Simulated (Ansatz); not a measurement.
The calculation used DFT PBE, scalar-relativistic, plane waves, PAW in Ansatz. Settings: cutoff 420 eV, Γ-centred meshes spaced at most about 0.3 Å⁻¹, and about 0.25 Å⁻¹ or finer for metals (2π included), Gaussian smearing. No spin polarisation in the final relaxations.

All energies are static (0 K, no zero-point motion). All come from trial cells, and lower structures may exist.

Question: Order these relaxed structures of CaF by energy, lowest first, with the energy over the lowest of them.
1.

```xyz
2
Lattice="4.0286 0.0000 0.0000 0.0000 4.0286 0.0000 0.0000 0.0000 4.2649" Properties=species:S:1:pos:R:3 pbc="T T T"
Ca    0.0000    0.0000    2.1325
F     0.0000    0.0000    0.0000
```

2.

```xyz
2
Lattice="1.6556 -4.0577 0.0000 1.6556 4.0577 0.0000 0.0000 0.0000 3.4464" Properties=species:S:1:pos:R:3 pbc="T T T"
Ca    0.0000    0.0000    1.7232
F     1.6556    0.0000    0.0000
```

3.

```xyz
2
Lattice="0.0000 2.6566 2.6566 2.6566 0.0000 2.6566 2.6566 2.6566 0.0000" Properties=species:S:1:pos:R:3 pbc="T T T"
Ca    0.0000    0.0000    0.0000
F     2.6566    2.6566    2.6566
```

4.

```xyz
4
Lattice="3.9393 0.0000 0.0000 0.0000 3.9393 0.0000 0.0000 0.0000 5.7020" Properties=species:S:1:pos:R:3 pbc="T T T"
Ca    1.9697    0.0000    4.4092
Ca    0.0000    1.9697    1.2928
F     0.0000    0.0000    0.0000
F     1.9697    1.9697    0.0000
```

Answer: 4 (0 meV/atom), 2 (370 meV/atom), 1 (440 meV/atom), 3 (600 meV/atom). Forms: 4 litharge type, P4/nmm; 2 Cmmm; 1 P4/mmm; 3 rock salt type, Fm-3m. Counting F atoms around Ca (those within 1.25 times the shortest such distance or 1.15 times the sum of covalent radii): cell 4 has Ca 4; cell 2 has Ca 4; cell 1 has Ca 2; cell 3 has Ca 6.

In Cmmm, P4/mmm, Fm-3m an odd number of electrons in the primitive cell allows no gap without spin; a larger cell or a magnetic state could open one. Cells relaxed within their symmetry can be saddle points. Some structure types and database cells were kept out of the candidates from the start, so a known form may be missing.
